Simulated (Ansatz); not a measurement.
Input:

WSe2:
```
WSe2
1.0
    3.30260     0.00000     0.00000
   -1.65130     2.86014     0.00000
    0.00000     0.00000    13.22737
W Se
2 4
Direct
  0.33333   0.66667   0.25000
  0.66667   0.33333   0.75000
  0.33333   0.66667   0.62423
  0.66667   0.33333   0.12423
  0.66667   0.33333   0.37577
  0.33333   0.66667   0.87577
```

This is the r²SCAN+D4-relaxed structure.

### Question
All from r²SCAN+D4 (plane waves, PAW; program Ansatz), unless another level is named. Estimate the electron effective mass with spin–orbit coupling.

### Answer
0.46, 0.52, 0.58 mₑ (principal values).

### Question
Predict the gap with spin–orbit coupling.

### Answer
1.09 eV.

### Question
What about the conduction-band minimum?

### Answer
on the K–Γ line, 46 % of the way from K (6 equivalent valleys).

Space group P6_3/mmc. The cell was relaxed with r²SCAN+D4 under the symmetry of its start. No spin polarisation was allowed. Scalar-relativistic: spin–orbit coupling is off unless named, which matters more the heavier the elements.

Potentials: the later of the program's two PAW sets.
